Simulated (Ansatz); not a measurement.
A geometry of Nb away from equilibrium: the start of the relaxation of a relaxed Nb cell displaced along its unstable phonon at q = (½, ½, ½) of its primitive reciprocal cell (113i cm⁻¹), largest move 0.15 Å. Computed with r2SCAN (plane waves to 500 eV, PAW, scalar-relativistic; Ansatz, a quantum-chemistry and plane-wave program). Γ-centred k-mesh 13×13×13 on the run's cell (coarser than for final values), Fermi–Dirac smearing 0.05 eV.

```xyz
4
Lattice="-5.1829 5.1829 2.8301 0.0000 0.0000 2.8301 0.0000 5.1829 0.0000" Properties=species:S:1:pos:R:3 pbc="T T T"
Nb    -5.1829     7.6243     3.5377
Nb    -2.5914     5.3329     2.1226
Nb     0.0000    -0.1500     0.0000
Nb    -2.5914     2.7414     1.4151
```

Question: What forces act on the atoms (eV/Å)?

Answer: 
```tsv
atom	Fx	Fy	Fz
Nb1	0.00	-0.54	0.10
Nb2	0.00	0.54	0.10
Nb3	0.00	-0.54	-0.10
Nb4	0.00	0.54	-0.10
```

Question: What is the pressure?

Answer: -0.8 GPa, compression positive.

Question: How far above the relaxed end point is this geometry?

Answer: 0.44 eV/atom; the path ends in Pnma (No. 62).

No spin polarisation in the result.

The run could not lose the symmetry of its start: the end is stationary, and may be a saddle point rather than a minimum.

The end of the path is a generated cell of Nb: the first start was made by placing the elements on the sites of a structure type, and the end was not matched to a known phase here, so it may be hypothetical. Known forms of Nb include space group No. 229.
